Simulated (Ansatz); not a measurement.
The elements of this relaxed trial crystal are hidden behind letters.

```
lattice vectors (Å)
   4.8034    0.0000    0.0000
   1.4704    4.9136    0.0000
   2.3303    0.0249    5.1862
fractional positions
X 0.7958 0.6905 0.7138
X 0.3639 0.4690 0.4168
Z 0.3489 0.4819 0.9755
Z 0.5322 0.9277 0.4126
Z 0.9591 0.9309 0.9814
```

Method: Ansatz 0.2.0, DFT PBE, scalar-relativistic, plane waves, PAW. Plane waves to 420 eV, a 10×8×8 mesh through Γ for the 5-atom cell and 0.10 eV Gaussian smearing; no spin polarisation.

```
Space group                               : P1 (No. 1)
Conventional cell                         : a = 4.803 Å, b = 5.129 Å, c = 5.686 Å, α = 83.0°, β = 65.8°, γ = 73.3°
Volume per atom                           : 24.48 Å³
Density                                   : 5.02 g/cm³
Formation energy                          : +0.09 eV/atom
Gap on the 10×8×8 mesh of the 5-atom cell : 0 eV (a metal)
```

Energies are uncorrected and count from the elements' standard states at the same level.

Task: X is a p-block element of period 4 and Z is a p-block element of period 4. Which elements are they?

Result: X = Ge, Z = As, so the formula is Ge2As3. Density times volume gives a mean mass of 5.02 × 24.48/1.6605 = 74.0 u per atom, and this set has 74.0 u. Among the elements that the hints allow, noble gases aside, only these give it. Around Ge on its first site lie 3 As at 2.51–2.54 Å and 1 Ge at 2.55 Å; around Ge on its second site lie 3 As at 2.53–2.69 Å, 1 Ge at 2.55 Å and 1 As at 3.16 Å; As on its first site has 2 Ge at 2.51–2.53 Å and 1 As at 2.51 Å; 2 more sites not described.

An odd number of electrons in the primitive cell allows no gap without spin; a larger cell or a magnetic state could open one. The cell is a metal run without spin; a magnetic state may lie lower. This cell was reached by moving the atoms of another relaxed cell at random and relaxing again, last within the group found; it had no such test of its own.
